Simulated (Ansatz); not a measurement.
**TePb3Se2: relaxed-ion elastic tensor**

Theory: DFT PBE, scalar-relativistic, plane waves, PAW in Ansatz. Settings: 420 eV plane-wave cutoff, Γ-centred 12×12×4 mesh, fixed occupations. No spin polarisation.

Relaxed structure:
```yaml
crystal:
  lattice:
    - [4.47785, 0.00000, 0.00000]
    - [-2.23893, 3.87793, 0.00000]
    - [0.00000, 0.00000, 10.97135]
  atoms:
    - { symbol: Te, position: [0.00000, 0.00000, 0.50000] }
    - { symbol: Pb, position: [0.33333, 0.66667, 0.68082] }
    - { symbol: Pb, position: [0.66667, 0.33333, 0.31918] }
    - { symbol: Pb, position: [0.00000, 0.00000, 0.00000] }
    - { symbol: Se, position: [0.33333, 0.66667, 0.16027] }
    - { symbol: Se, position: [0.66667, 0.33333, 0.83973] }
```

The cell was found from a structure generator's guess, not taken from experiment. Spin–orbit coupling is left out, which matters for heavy elements.

Question: Give the relaxed-ion elastic constants (GPa, Voigt order xx yy zz yz xz xy, on the Cartesian axes of the cell above).

Answer:
C11 = 76.5, C12 = 22.0, C13 = 32.9, C14 = -15.9, C22 = 76.5, C23 = 32.9, C24 = 15.9, C33 = 64.7, C44 = 39.0, C55 = 39.0, C56 = -15.9, C66 = 27.2 GPa; the others vanish.

Question: Is the crystal stable against homogeneous strain?

Answer: Yes: the least eigenvalue of the tensor is 16.1 GPa.

Question: And the moduli of a polycrystal (Hill averages)?

Answer: B = 44 GPa, G = 26 GPa, E = 65 GPa, ν = 0.25.
